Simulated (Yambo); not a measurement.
## How GW settings move the gap: CdSe

G0W0@LDA for CdSe (zinc blende, space group F-43m, No. 216) in Yambo. Reference settings: 4×4×4 Γ-centred k mesh, bands 10 to 113 and a 8 Ry block in the screening, 113 bands in G with the Bruneval-Gonze terminator, plasmon pole fitted at 27.2 eV. The LDA gap Γ → Γ on this mesh is 0.40 eV; G0W0 gaps are taken between the same points.

| change from the reference | G0W0 gap Γ → Γ (eV) | shift of the valence edge (eV) | rough Yambo cost |
|---|---|---|---|
| reference settings | 1.82 | -1.00 | 1 |
| 45 bands in W, 45 bands in G | 1.87 | -0.77 | about 1/3 |
| 65 bands in W, 65 bands in G | 1.83 | -0.89 | within a factor of two |
| wavefunctions cut at 20 Ry | 1.60 | -0.59 | about 1/4 |
| exchange cut at 5 Ry | 1.25 | 1.07 | – |
| exchange cut at 40 Ry | 1.77 | -0.94 | – |
| 32 bands in W, 32 bands in G, 2 Ry block | 1.88 | -0.62 | about 1/5 |
| 45 bands in W, 45 bands in G, 6 Ry block | 1.84 | -0.75 | about 1/3 |
| 89 bands in W, 89 bands in G, 6 Ry block | 1.78 | -0.92 | within a factor of two |
| 3 Ry block | 1.69 | -0.84 | within a factor of two |
| 5 Ry block | 1.75 | -0.92 | within a factor of two |
| 6 Ry block | 1.78 | -0.95 | within a factor of two |
| 32 bands in W, 32 bands in G, 3 Ry block, no terminator | 1.86 | -0.38 | about 1/6 |
| 45 bands in W, 45 bands in G, 3 Ry block, no terminator | 1.74 | -0.53 | about 1/4 |
| no terminator | 1.78 | -0.91 | within a factor of two |

The reference isn't shown to be the converged limit. Costs are rough (shared machines), scaled to the same edge states, and given only for runs that recompute the screening.

Spin-orbit splittings are left out.

The standard potential for Se keeps a d shell in the valence without the s and p states of that shell. In tests on such compounds this moved G0W0 gaps by up to about 0.9 eV, so absolute quasiparticle energies here are unreliable; differences between settings are what counts.

Geometry relaxed with LDA; primitive cell a = 4.2498 Å, b = 4.2498 Å, c = 4.2498 Å, α = 60.00°, β = 60.00°, γ = 60.00°.

A shift is the quasiparticle energy of the state minus its LDA energy.
